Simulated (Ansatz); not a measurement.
InP:
```cif
data_In4P4
_chemical_formula_sum 'In4 P4'
_space_group_name_H-M_alt 'P 1'
_space_group_IT_number 1
_cell_length_a 7.17499
_cell_length_b 7.17499
_cell_length_c 4.16341
_cell_angle_alpha 90.000
_cell_angle_beta 90.000
_cell_angle_gamma 90.000
loop_
_space_group_symop_operation_xyz
  'x, y, z'
loop_
_atom_site_label
_atom_site_type_symbol
_atom_site_fract_x
_atom_site_fract_y
_atom_site_fract_z
_atom_site_occupancy
In1 In 0.32181 0.67819 0.00000 1
In2 In 0.67819 0.32181 0.00000 1
In3 In 0.82181 0.82181 0.50000 1
In4 In 0.17819 0.17819 0.50000 1
P1 P 0.31930 0.31930 0.00000 1
P2 P 0.68070 0.68070 0.00000 1
P3 P 0.18070 0.81930 0.50000 1
P4 P 0.81930 0.18070 0.50000 1
```

Relaxed with PBEsol.

Question: Which orbitals make up the states near the band edges in the program Ansatz at the PBEsol level (PAW)?

Answer: Top 1 eV of the valence band: P 3p 81 %, In 5p 16 %. Bottom 1 eV of the conduction band: In 5s 30 %, In 5p 26 %, P 3s 21 %, P 3p 17 %, outside the projected shells 6 %. Projections are on Löwdin-orthogonalised atomic valence shells; empty p or d shells of many metals are not among them.

Question: Tabulate the density of states.

Answer: States/eV per cell of 8 atoms, in 0.25 eV bins, energy from the valence-band maximum.

| E (eV) | total | P 3p | In 5p | In 5s |
|---|---|---|---|---|
| -7.85 | 0.00 | 0.00 | 0.00 | 0.00 |
| -7.60 | 0.00 | 0.00 | 0.00 | 0.00 |
| -7.35 | 0.00 | 0.00 | 0.00 | 0.00 |
| -7.10 | 0.00 | 0.00 | 0.00 | 0.00 |
| -6.85 | 0.00 | 0.00 | 0.00 | 0.00 |
| -6.60 | 0.00 | 0.00 | 0.00 | 0.00 |
| -6.35 | 0.00 | 0.00 | 0.00 | 0.00 |
| -6.10 | 0.79 | 0.37 | 0.03 | 0.36 |
| -5.85 | 1.67 | 0.78 | 0.07 | 0.76 |
| -5.60 | 6.06 | 2.81 | 0.31 | 2.77 |
| -5.35 | 3.43 | 1.59 | 0.22 | 1.43 |
| -5.10 | 3.90 | 1.81 | 0.29 | 1.48 |
| -4.85 | 3.48 | 1.61 | 0.26 | 1.25 |
| -4.60 | 2.52 | 1.17 | 0.20 | 0.86 |
| -4.35 | 1.93 | 0.90 | 0.16 | 0.62 |
| -4.10 | 1.77 | 0.84 | 0.17 | 0.51 |
| -3.85 | 1.96 | 0.98 | 0.32 | 0.41 |
| -3.60 | 2.24 | 1.19 | 0.53 | 0.31 |
| -3.35 | 3.38 | 1.89 | 0.95 | 0.32 |
| -3.10 | 4.18 | 2.43 | 1.23 | 0.29 |
| -2.85 | 3.37 | 2.05 | 1.02 | 0.16 |
| -2.60 | 3.36 | 2.08 | 0.99 | 0.15 |
| -2.35 | 5.06 | 3.17 | 1.43 | 0.23 |
| -2.10 | 7.92 | 5.22 | 2.26 | 0.21 |
| -1.85 | 5.73 | 3.91 | 1.51 | 0.15 |
| -1.60 | 7.16 | 5.03 | 1.74 | 0.18 |
| -1.35 | 6.71 | 4.90 | 1.49 | 0.12 |
| -1.10 | 8.07 | 6.08 | 1.63 | 0.12 |
| -0.85 | 5.40 | 4.20 | 0.97 | 0.07 |
| -0.60 | 3.41 | 2.77 | 0.51 | 0.03 |
| -0.35 | 1.90 | 1.61 | 0.22 | 0.01 |
| -0.10 | 0.63 | 0.55 | 0.05 | 0.00 |
| 0.15 | 0.00 | 0.00 | 0.00 | 0.00 |
| 0.40 | 0.00 | 0.00 | 0.00 | 0.00 |
| 0.65 | 0.00 | 0.00 | 0.00 | 0.00 |
| 0.90 | 0.01 | 0.00 | 0.00 | 0.00 |
| 1.15 | 0.03 | 0.00 | 0.00 | 0.01 |
| 1.40 | 0.20 | 0.03 | 0.04 | 0.06 |
| 1.65 | 1.39 | 0.24 | 0.39 | 0.39 |
| 1.90 | 3.67 | 0.71 | 1.08 | 1.02 |
| 2.15 | 6.38 | 1.50 | 1.81 | 1.74 |
| 2.40 | 4.99 | 1.28 | 1.34 | 1.32 |
| 2.65 | 4.93 | 1.29 | 1.47 | 1.18 |
| 2.90 | 5.50 | 1.52 | 1.68 | 1.27 |
| 3.15 | 4.98 | 1.15 | 1.95 | 0.84 |
| 3.40 | 4.30 | 0.88 | 1.92 | 0.63 |
| 3.65 | 6.60 | 1.46 | 2.82 | 0.93 |
| 3.90 | 3.77 | 0.77 | 1.80 | 0.43 |
| 4.15 | 5.75 | 1.04 | 3.10 | 0.35 |
| 4.40 | 7.00 | 1.39 | 3.67 | 0.43 |
| 4.65 | 5.54 | 1.09 | 3.00 | 0.24 |
| 4.90 | 5.36 | 1.08 | 2.76 | 0.25 |
| 5.15 | 6.02 | 1.34 | 2.70 | 0.39 |
| 5.40 | 6.47 | 1.36 | 2.99 | 0.26 |

Space group P4_2/mnm. The start of the workflow was typed in or built on a structure type; neither database checked (COD, Materials Project) lists it. It is not the phase usual at ambient conditions (space group No. 216). The cell was relaxed with PBEsol under the symmetry of its start; whether a distortion lowers the energy is not shown. The volume moved by 20 % from the start of the relaxation. Scalar-relativistic: spin–orbit coupling is off unless named, which matters more the heavier the elements.

Potentials: the earlier of the program's two PAW sets. The files were generated under PBE; for other functionals the program regenerates the frozen cores, and for LDA and PBEsol the local potential too.
